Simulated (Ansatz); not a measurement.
GaAs:
```
CELL_PARAMETERS angstrom
      3.99314     0.00000     0.00000
     -1.99657     3.45816     0.00000
      0.00000     0.00000     6.58441
ATOMIC_POSITIONS crystal
  Ga 0.33333 0.66667 0.00007
  Ga 0.66667 0.33333 0.50007
  As 0.33333 0.66667 0.37393
  As 0.66667 0.33333 0.87393
```

Relaxed with r²SCAN. Independent-particle spectrum: no excitons, no local fields, no scissors shift; 0.1 eV broadening; ε₁ of the summed bands alone.

### Question
Tabulate the dielectric function from r²SCAN in the plane-wave PAW code Ansatz.

### Answer


```csv
E (eV),ε₁ xx,ε₂ xx,ε₁ zz,ε₂ zz
0.0,10.96,0.00,11.26,0.00
0.5,11.18,0.00,11.47,0.00
1.0,12.22,0.34,12.31,0.02
1.5,12.54,1.18,13.32,1.18
2.0,13.78,1.52,14.33,1.86
2.5,17.41,4.80,16.83,2.85
3.0,16.13,7.94,22.89,8.87
3.5,18.06,10.93,15.27,20.12
4.0,7.58,26.71,6.88,26.56
4.5,-1.98,18.25,-4.99,13.88
5.0,1.11,12.56,0.89,8.56
5.5,-2.89,14.73,-3.74,17.00
6.0,-6.18,11.32,-6.01,10.25
6.5,-6.48,6.94,-6.68,6.93
7.0,-4.66,5.07,-5.07,4.68
7.5,-4.42,3.84,-4.05,3.34
8.0,-3.49,3.23,-3.10,2.81
8.5,-3.21,2.66,-2.77,2.99
9.0,-2.83,2.15,-2.60,2.09
9.5,-2.48,1.66,-2.45,2.01
10.0,-2.18,1.33,-2.27,1.42
10.5,-1.72,1.18,-1.81,1.10
11.0,-1.60,1.05,-1.55,0.91
11.5,-1.43,0.79,-1.29,0.77
12.0,-1.17,0.60,-1.05,0.63
```

### Question
From ε at 1.2 eV (xx: 12.35 + 0.86i), find n, k, the normal reflectivity and the absorption coefficient.

### Answer
n = 3.52, k = 0.122, R = 31 %, α = 2kE/ħc = 15000 cm⁻¹.

With all bands, ε∞ without local fields is 11.0 (xx = yy), 11.3 (zz). DFPT, with local fields, gives 10.9 (xx = yy), 11.3 (zz).

Space group P6_3mc (wurtzite). The first step of the workflow began from a Materials Project structure, measured or hypothetical; the Crystallography Open Database copy checked does not list it. It is not the phase usual at ambient conditions (space group No. 216). The r²SCAN relaxation kept the symmetry of its start; whether a distortion lowers the energy is not shown. Spin–orbit coupling is left out wherever it is not named.

Potentials: the earlier of the program's two PAW sets. The files were generated under PBE; for other functionals the program regenerates the frozen cores, and for LDA and PBEsol the local potential too.
